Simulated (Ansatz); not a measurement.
Polymorphs of BC$_{5}$, each relaxed with the program Ansatz at the LDA level (PAW):

A: P3m1
a = b = 2.521 Å, c = 6.322 Å, α = β = 90.00°, γ = 120.00°

```
atom  site  symmetry       x       y       z
----  ----  --------  ------  ------  ------
B       1b       3m.  0.3333  0.6667  0.0069
C       1b       3m.  0.3333  0.6667  0.2602
C       1c       3m.  0.6667  0.3333  0.3385
C       1a       3m.  0.0000  0.0000  0.6641
C       1c       3m.  0.6667  0.3333  0.5818
C       1a       3m.  0.0000  0.0000  0.8995
```

B: I-4m2
a = 2.485 Å, b = 2.485 Å, c = 11.277 Å, α = 90.00°, β = 90.00°, γ = 90.00°

```tsv
atom	site	symmetry	x	y	z
B	2c	-4m2	0.0000	0.5000	0.2500
C	4e	2mm.	0.0000	0.0000	0.1561
C	2b	-4m2	0.0000	0.0000	0.5000
C	4f	2mm.	0.5000	0.0000	0.0801
```

Problem. Put the candidates in order of energy per atom at 0 K, lowest first, for LDA.

Solution. B (+0 meV/atom), A (+35 meV/atom)

Standing as an ambient phase not checked: A; B. All cells were relaxed under the symmetry of their starts (and spin orders); stability against distortions was not tested throughout.

Energies hold the estimated change up to a 700 eV cutoff; steps of a few meV lie near the error of the meshes.

Potentials: the later of the program's two PAW sets.
